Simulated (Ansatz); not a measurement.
Cell and atoms are relaxed with the symmetry kept. Start:

```cif
data_structure
_symmetry_space_group_name_H-M 'P 1'
_symmetry_Int_Tables_number 1
_cell_length_a 6.0273
_cell_length_b 6.0273
_cell_length_c 11.1455
_cell_angle_alpha 90.000
_cell_angle_beta 90.000
_cell_angle_gamma 89.915
_cell_volume 404.90
loop_
_atom_site_label
_atom_site_type_symbol
_atom_site_fract_x
_atom_site_fract_y
_atom_site_fract_z
_atom_site_occupancy
K1 K 0.50000 0.00000 0.30925 1
K2 K 0.00000 0.50000 0.69075 1
K3 K 0.00000 0.50000 0.30925 1
K4 K 0.50000 0.00000 0.69075 1
K5 K 0.00000 0.00000 0.00000 1
```

Level of theory: DFT PBEsol, scalar-relativistic, plane waves, PAW (Ansatz).

Settings: cutoff 420 eV, Γ-centred mesh 6×6×4 on the computed 5-atom cell, Gaussian smearing of 0.10 eV; no spin polarisation.

Q: What does it relax to?

A: The volume doesn't move by more than 0.01 Å³/atom to 80.98 Å³/atom, and the energy changes by under 0.1 meV/atom. Final structure:
```xyz
5
Lattice="4.2651 -4.2588 0.0000 4.2651 4.2588 0.0000 0.0000 0.0000 11.1455" Properties=species:S:1:pos:R:3 pbc="T T T"
K     2.1326   -2.1294    3.4467
K     2.1326    2.1294    7.6988
K     2.1326    2.1294    3.4467
K     2.1326   -2.1294    7.6988
K     0.0000    0.0000    0.0000
```

This form isn't the element's structure at ambient conditions.